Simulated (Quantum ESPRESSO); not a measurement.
Ca2ZnMgO4, a curve over strain

Computed values, not a measurement. The program is pw.x of Quantum ESPRESSO 7.5 (plane-wave density functional theory). The cell is made up: 8 atoms on a rocksalt lattice, with randomly drawn elements, strain and displacements, not relaxed. PseudoDojo standard norm-conserving files (v0.5 for PBE, v0.4.1 for LDA and PBEsol) set the functional; there is no spin polarisation, spin-orbit coupling or dispersion term, and the masses in the input are unused placeholders.

Seven runs add a strain to one cell (shear xy, as the tensor component); the atoms follow the cell and are not relaxed. Stress in the table is positive in tension.

Input of the run at -0.0009:

```
&control calculation='scf', pseudo_dir='./dojo.nc.sr.pbe.v0_5.standard.upf', outdir='./o', disk_io='medium', tprnfor=.true., tstress=.true. /
&system ibrav=0, nat=8, ntyp=4, nbnd=43, ecutwfc=84.00895049, nosym=.true., tot_charge=0,
 occupations='smearing', smearing='fd', degauss=0.0018374661
/
&electrons conv_thr=7.350e-09, electron_maxstep=60, /
ATOMIC_SPECIES
Ca 1.0 Ca.upf
Mg 1.0 Mg.upf
O 1.0 O.upf
Zn 1.0 Zn.upf
CELL_PARAMETERS angstrom
4.414 -0.0076 0.0193
-0.0076 4.4364 0.0542
0.0193 0.0542 4.5124
ATOMIC_POSITIONS angstrom
Ca -0.1134 -0.1638 0.1426
Ca 0.0187 2.2473 2.3687
Zn 2.2581 -0.0787 2.1084
Mg 2.3018 2.1893 0.0869
O 2.2204 -0.0786 0.0612
O 2.2643 2.2481 2.3029
O 4.4173 -0.1254 2.2863
O 4.397 2.2005 0.088
K_POINTS automatic
4 4 4 1 1 1
```

| added strain | free energy less that of the input shown (eV) | stress xx (GPa) | stress yy (GPa) | stress zz (GPa) | stress xy (GPa) | pressure (GPa) | iterations |
| --- | --- | --- | --- | --- | --- | --- | --- |
| -0.0165 | 0.0286 | -19.35 | -20.36 | -15.36 | -2.87 | 18.36 | 12 |
| -0.0045 | 0.0021 | -19.32 | -20.38 | -15.48 | -0.79 | 18.39 | 12 |
| -0.0009 | 0.0000 | -19.32 | -20.39 | -15.50 | -0.17 | 18.40 | 12 |
| +0.0024 | 0.0002 | -19.33 | -20.41 | -15.50 | 0.40 | 18.42 | 12 |
| +0.0062 | 0.0034 | -19.34 | -20.44 | -15.51 | 1.05 | 18.43 | 12 |
| +0.0117 | 0.0134 | -19.37 | -20.49 | -15.50 | 2.00 | 18.45 | 12 |
| +0.0202 | 0.0431 | -19.46 | -20.62 | -15.45 | 3.46 | 18.51 | 12 |

A cubic fit gives a slope of stress xy against the added strain of 172 GPa at zero added strain, with the atoms clamped. Across the table the free energy follows the integral of the stress to within 0.8 meV. A rerun of one of the cells at 1437 eV and a 6 x 6 x 6 mesh moved values by no more than 0.002 eV in energy, 0.04 GPa in stress and 0.004 eV/Å in force.